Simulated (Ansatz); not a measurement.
# PtS$_{2}$: from a starting cell to a relaxed one

The start is a generated trial cell of PtS2 in the AFLOW prototype AB2_hP9_162_ad_k (as in V2N). The cell and all atomic positions are relaxed at zero pressure with r2SCAN (plane waves to 500 eV, PAW, scalar-relativistic; Ansatz, a program for electronic structure). First-step values are on the input's coarse k-mesh.

Ansatz input (later rounds restart from its end on a renewed k-mesh):
Ansatz 0.2 input:
```yaml
crystal:
  lattice:
    - [5.8234722, 0, 0]
    - [-2.9117361, 5.0432749, 0]
    - [0, 0, 5.4101324]
  atoms:
    - { symbol: S, position: [0.325, 0.325, 0.272] }
    - { symbol: S, position: [0.675, 0, 0.272] }
    - { symbol: S, position: [0, 0.675, 0.272] }
    - { symbol: S, position: [0, 0.325, 0.728] }
    - { symbol: S, position: [0.675, 0.675, 0.728] }
    - { symbol: S, position: [0.325, 0, 0.728] }
    - { symbol: Pt, position: [0, 0, 0] }
    - { symbol: Pt, position: [0.66666667, 0.33333333, 0.5] }
    - { symbol: Pt, position: [0.33333333, 0.66666667, 0.5] }
basis: { ecutwfc: 500, ecutrho_ratio: 4, xc_grid: 4, fft_grid_basis: typed }
kpoints: { mp_grid: { grid: [5, 5, 5] } }
hamiltonian:
  xc: r2scan
  dispersion: none
  pseudopotentials: { kind: paw }
scf: { occupations: { method: fermi_dirac, width: 0.05 } }
relax: { f_tol: 0.01, max_steps: 100, cell: { stress_tol: 0.02 } }
output: { forces: true, stress: true }
```

### Question
How does the volume change?

### Answer
+3.4 %, from 17.65 to 18.25 Å³/atom.

### Question
What band gap does the relaxed structure have at this level?

### Answer
No gap on the sampled points, where the bands overlap only slightly; such a result is sensitive to mesh and level.

### Question
What does it relax into? Give the structure.

### Answer

```cif
data_Pt3S6
_chemical_formula_sum 'S6 Pt3'
_space_group_name_H-M_alt 'P-31m'
_space_group_IT_number 162
_space_group_name_Hall '-P 3 2'
_cell_length_a 5.99700
_cell_length_b 5.99700
_cell_length_c 5.27302
_cell_angle_alpha 90.000
_cell_angle_beta 90.000
_cell_angle_gamma 120.000
loop_
_atom_site_label
_atom_site_type_symbol
_atom_site_symmetry_multiplicity
_atom_site_Wyckoff_symbol
_atom_site_fract_x
_atom_site_fract_y
_atom_site_fract_z
_atom_site_occupancy
S1 S 6 k 0.35687 0.35687 0.23647 1
Pt1 Pt 1 a 0.00000 0.00000 0.00000 1
Pt2 Pt 2 d 0.33333 0.66667 0.50000 1
```

The space group stays P-31m (No. 162) (the run could not lower it); the end is AFLOW prototype AB2_hP9_162_ad_k (as in V2N), with 9 atoms in the primitive cell. Final values are on a 9×9×9 k-mesh of the relaxed cell. No spin polarisation in the result.

The run could not lose the symmetry of its start, so the end can be a saddle point.

The relaxed structure here is a generated cell of PtS2: the first start was made by placing the elements on the sites of a structure type, and the end was not matched to a known phase here, so it may be hypothetical. Known forms of PtS2 include space group No. 164.
